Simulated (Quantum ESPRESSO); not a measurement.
# Sn4IrPt2W: input and log of a self-consistent run

Computed values, not a measurement. The program is pw.x of Quantum ESPRESSO 7.5 (plane-wave density functional theory). The cell is made up: eight metal atoms on a face-centred cubic lattice, with elements, volume, strain and displacements drawn at random and not relaxed, so it may be unstable or far from any real phase. PseudoDojo standard norm-conserving files set the functional (PBE unless stated); there is no spin polarisation or spin-orbit coupling, the Fermi-Dirac width of 0.25 eV means electrons at about 2900 K, and the masses in the input are unused placeholders. The tin pseudopotential is less sure than most, with forces differing by about three percent from a second method on plain tin. Heavy elements are run without spin-orbit coupling, which real alloys of them have. A spin test at this wide smearing found no moment, but such smearing suppresses magnetism that the real alloy may have.

Input:

```
&control calculation='scf', pseudo_dir='./dojo.nc.sr.pbe.v0_5.standard.upf', outdir='./o', disk_io='minimal', tprnfor=.true., tstress=.true. /
&system ibrav=0, nat=8, ntyp=4, nbnd=75, ecutwfc=84.00895049, nosym=.true., tot_charge=0,
 occupations='smearing', smearing='fd', degauss=0.0183746611
/
&electrons conv_thr=1.470e-08, electron_maxstep=70, mixing_beta=0.5 /
ATOMIC_SPECIES
Ir 1.0 Ir.upf
Pt 1.0 Pt.upf
Sn 1.0 Sn.upf
W 1.0 W.upf
CELL_PARAMETERS angstrom
2.2648 4.3282 2.1685
0.0993 4.3395 -4.4589
-4.387 4.2513 0.0111
ATOMIC_POSITIONS angstrom
Sn 0.0536 -0.1169 -0.0829
Sn -2.235 2.2063 0.066
Ir 0.0729 2.217 -2.2405
Sn -2.2131 4.2086 -2.1558
Pt 0.0431 4.3102 -0.0833
Sn -2.1785 6.3915 -0.0269
Pt 0.0958 6.4364 -2.1431
W -2.1123 8.6475 -2.176
K_POINTS automatic
5 4 5 1 1 1
```

The log is shortened where brackets say so; the opening notice, blank lines, dates and the lines on written files are dropped, and the path of the files is cut. It prints rydbergs, bohrs and kilobars, and counts compression as positive stress. Its total energy is the free energy E - TS of the whole cell.

```
     Program PWSCF v.7.5
     Parallel version (MPI & OpenMP), running on       4 processor cores
     Number of MPI processes:                 4
     Threads/MPI process:                     1
     [start-up lines left out]
     bravais-lattice index     =            0
     lattice parameter (alat)  =      10.0999  a.u.
     unit-cell volume          =    1146.5347 (a.u.)^3
     number of atoms/cell      =            8
     number of atomic types    =            4
     number of electrons       =       123.00
     number of Kohn-Sham states=           75
     kinetic-energy cutoff     =      84.0090  Ry
     charge density cutoff     =     336.0358  Ry
     scf convergence threshold =      1.5E-08
     mixing beta               =       0.5000
     number of iterations used =            8  plain     mixing
     Exchange-correlation= PBE
                           (   1   4   3   4   0   0   0)
     [axes and pseudopotential details left out]
   Cartesian axes
     site n.     atom                  positions (alat units)
         1        Sn     tau(   1) = (   0.0100288  -0.0218724  -0.0155109  )
         2        Sn     tau(   2) = (  -0.4181771   0.4128072   0.0123489  )
         3        Ir     tau(   3) = (   0.0136399   0.4148092  -0.4192061  )
         4        Sn     tau(   4) = (  -0.4140795   0.7874452  -0.4033584  )
         5        Pt     tau(   5) = (   0.0080642   0.8064549  -0.0155857  )
         6        Sn     tau(   6) = (  -0.4076057   1.1958741  -0.0050331  )
         7        Pt     tau(   7) = (   0.0179245   1.2042751  -0.4009822  )
         8        W      tau(   8) = (  -0.3952194   1.6179804  -0.4071379  )
     number of k points=    50  Fermi-Dirac smearing, width (Ry)=  0.0184
                       cart. coord. in units 2pi/alat
        k(    1) = (   0.0055325   0.1314833  -0.0217446), wk =   0.0400000
        k(    2) = (  -0.1750926   0.1963732   0.0373852), wk =   0.0400000
     [further k points left out]
     Dense  grid:   119319 G-vectors     FFT dimensions: (  60,  72,  72)
     Estimated max dynamical RAM per process >     449.87 MB
     Estimated total dynamical RAM >       1.67 GB
     Initial potential from superposition of free atoms
     starting charge     122.9929, renormalised to     123.0000
     Starting wfcs are   76 randomized atomic wfcs
     total cpu time spent up to now is       12.6 secs
     per-process dynamical memory:   345.1 Mb
     Self-consistent Calculation
     iteration #  1     ecut=    84.01 Ry     beta= 0.50
     Davidson diagonalization with overlap
     ethr =  1.00E-02,  avg # of iterations =  4.0
     Threshold (ethr) on eigenvalues was too large:
     Diagonalizing with lowered threshold
     Davidson diagonalization with overlap
     ethr =  9.95E-04,  avg # of iterations =  1.4
     total cpu time spent up to now is       93.1 secs
     total energy              =   -1533.94221992 Ry
     estimated scf accuracy    <       1.24802707 Ry
     iteration #  2     ecut=    84.01 Ry     beta= 0.50
     Davidson diagonalization with overlap
     ethr =  1.01E-03,  avg # of iterations =  3.4
     total cpu time spent up to now is      135.0 secs
     total energy              =   -1533.15328778 Ry
     estimated scf accuracy    <      19.37204604 Ry
     iteration #  3     ecut=    84.01 Ry     beta= 0.50
     Davidson diagonalization with overlap
     ethr =  1.01E-03,  avg # of iterations =  3.0
     total cpu time spent up to now is      181.0 secs
     total energy              =   -1534.51636356 Ry
     estimated scf accuracy    <       2.12926371 Ry
     iteration #  4     ecut=    84.01 Ry     beta= 0.50
     Davidson diagonalization with overlap
     ethr =  1.01E-03,  avg # of iterations =  2.0
     total cpu time spent up to now is      222.3 secs
     total energy              =   -1534.63596592 Ry
     estimated scf accuracy    <       0.08847278 Ry
     iteration #  5     ecut=    84.01 Ry     beta= 0.50
     Davidson diagonalization with overlap
     ethr =  7.19E-05,  avg # of iterations =  2.7
     total cpu time spent up to now is      260.9 secs
     total energy              =   -1534.64068608 Ry
     estimated scf accuracy    <       0.05776857 Ry
     [iterations 6 to 9 left out]
     iteration # 10     ecut=    84.01 Ry     beta= 0.50
     Davidson diagonalization with overlap
     ethr =  1.76E-08,  avg # of iterations =  4.2
     total cpu time spent up to now is      473.0 secs
     total energy              =   -1534.64679418 Ry
     estimated scf accuracy    <       0.00002362 Ry
     iteration # 11     ecut=    84.01 Ry     beta= 0.50
     Davidson diagonalization with overlap
     ethr =  1.76E-08,  avg # of iterations =  1.1
     total cpu time spent up to now is      515.3 secs
     total energy              =   -1534.64679604 Ry
     estimated scf accuracy    <       0.00000020 Ry
     iteration # 12     ecut=    84.01 Ry     beta= 0.50
     Davidson diagonalization with overlap
     ethr =  1.62E-10,  avg # of iterations =  3.4
     total cpu time spent up to now is      553.6 secs
     total energy              =   -1534.64679608 Ry
     estimated scf accuracy    <       0.00000007 Ry
     iteration # 13     ecut=    84.01 Ry     beta= 0.50
     Davidson diagonalization with overlap
     ethr =  5.63E-11,  avg # of iterations =  2.0
     total cpu time spent up to now is      593.5 secs
     total energy              =   -1534.64679609 Ry
     estimated scf accuracy    <       0.00000001 Ry
     iteration # 14     ecut=    84.01 Ry     beta= 0.50
     Davidson diagonalization with overlap
     ethr =  1.21E-11,  avg # of iterations =  2.0
     total cpu time spent up to now is      632.5 secs
     End of self-consistent calculation
     [lines on levels left out]
!    total energy              =   -1534.64679608 Ry
     estimated scf accuracy    <          8.9E-09 Ry
     smearing contrib. (-TS)   =      -0.10262142 Ry
     internal energy E=F+TS    =   -1534.54417466 Ry
     The total energy is F=E-TS. E is the sum of the following terms:
     one-electron contribution =    -425.32413764 Ry
     hartree contribution      =     286.27242939 Ry
     xc contribution           =    -347.94154365 Ry
     ewald contribution        =   -1047.55092276 Ry
     convergence has been achieved in  14 iterations
     Forces acting on atoms (cartesian axes, Ry/au):
     atom    1 type  3   force =    -0.06715467    0.03530321    0.04788571
     atom    2 type  3   force =     0.05452328   -0.03883599    0.03998248
     atom    3 type  1   force =     0.01203618   -0.00463509   -0.01925705
     atom    4 type  3   force =     0.04018186    0.00310658   -0.06286624
     atom    5 type  2   force =     0.01344614    0.00238431   -0.00684184
     atom    6 type  3   force =    -0.02875294   -0.00542365   -0.02947775
     atom    7 type  2   force =     0.00692556   -0.00058252    0.00394605
     atom    8 type  4   force =    -0.03120541    0.00868315    0.02662863
     Total force =     0.154993     Total SCF correction =     0.000186
     Computing stress (Cartesian axis) and pressure
          total   stress  (Ry/bohr**3)                   (kbar)     P=      -95.48
  -0.00069371  -0.00006072  -0.00008616         -102.05       -8.93      -12.67
  -0.00006072  -0.00058909   0.00006262           -8.93      -86.66        9.21
  -0.00008616   0.00006262  -0.00066436          -12.67        9.21      -97.73
     init_run     :     11.42s CPU     11.82s WALL (       1 calls)
     electrons    :    609.96s CPU    620.04s WALL (       1 calls)
     forces       :      4.19s CPU      4.24s WALL (       1 calls)
     stress       :     17.89s CPU     18.38s WALL (       1 calls)
     [timing details left out]
     PWSCF        :  10m44.25s CPU  10m55.33s WALL
     JOB DONE.
```

In other units: free energy -20879.933 eV for the cell, pressure -9.55 GPa, largest force component 1.727 eV/Å in size. The run took 657 s of wall time with four MPI processes on a shared machine (Intel Xeon, older, virtual cores), so the time is rough. A rerun of this cell at a higher cutoff and on a denser mesh moved values by no more than 0.007 eV in energy, 0.08 GPa in stress and 0.008 eV/Å in force, and a second program with other atomic files agreed on that cell to 2 % rms in force and 0.5 GPa in pressure.